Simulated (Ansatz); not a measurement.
Crystals of one structure type (zinc blende) and one family of elements, relaxed and computed with DFT-LDA in the program Ansatz with PAW potentials.

```
crystal  V (Å³/atom)  highest Γ mode, no LO–TO term (cm⁻¹)
-------  -----------  ------------------------------------
BP             11.32                                   821
BAs            13.25                                   700
GaP            19.59                                   365
GaAs           21.98                                     ?
AlAs           22.30                                   358
InP            24.73                                   304
```

Q: Fit a straight line to ln ω against ln V and predict the withheld value.

A: Least squares on the 5 shown rows: ln ω = -1.31 × ln V + (9.898), with a scatter of 5 %. For GaAs this gives 347. The run itself gave 269, outside the scatter: the line misses something about this case.

All cells were relaxed under the symmetry of their starts (and spin orders); stability against distortions was not tested throughout. Spin–orbit coupling is left out wherever it is not named.

Potentials: the later of the program's two PAW sets.
